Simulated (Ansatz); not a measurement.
LaAl₂Ge₂:
```cif
data_Al2Ge2La
_chemical_formula_sum 'Ge2 Al2 La1'
_space_group_name_H-M_alt 'P-3m1'
_space_group_IT_number 164
_space_group_name_Hall '-P 3 2"'
_cell_length_a 4.29468
_cell_length_b 4.29468
_cell_length_c 7.04827
_cell_angle_alpha 90.000
_cell_angle_beta 90.000
_cell_angle_gamma 120.000
loop_
_atom_site_label
_atom_site_type_symbol
_atom_site_symmetry_multiplicity
_atom_site_Wyckoff_symbol
_atom_site_fract_x
_atom_site_fract_y
_atom_site_fract_z
_atom_site_occupancy
Ge1 Ge 2 d 0.33333 0.66667 0.27280 1
Al1 Al 2 d 0.66667 0.33333 0.36424 1
La1 La 1 a 0.00000 0.00000 0.00000 1
```

This is the r²SCAN-relaxed structure.

**Question.** All from the program Ansatz at the r²SCAN level (PAW), unless another level is named. Predict the electronic character.

**Answer.** metallic (no gap).

**Question.** Give the formation energy from the elements (no fitted shifts).

**Answer.** -0.55 eV/atom.

**Question.** Next, the density of states at the Fermi level?

**Answer.** 0.36 states/eV per atom (mean over ±0.08 eV).

The workflow started from an entry of the Crystallography Open Database (COD). Whether it is the stable phase at ambient conditions was not checked. The r²SCAN relaxation kept the symmetry of its start; whether a distortion lowers the energy is not shown. The references are the lowest solids computed at this level, not always the standard phases. Spin–orbit coupling is left out wherever it is not named.

Potentials: the later of the program's two PAW sets.
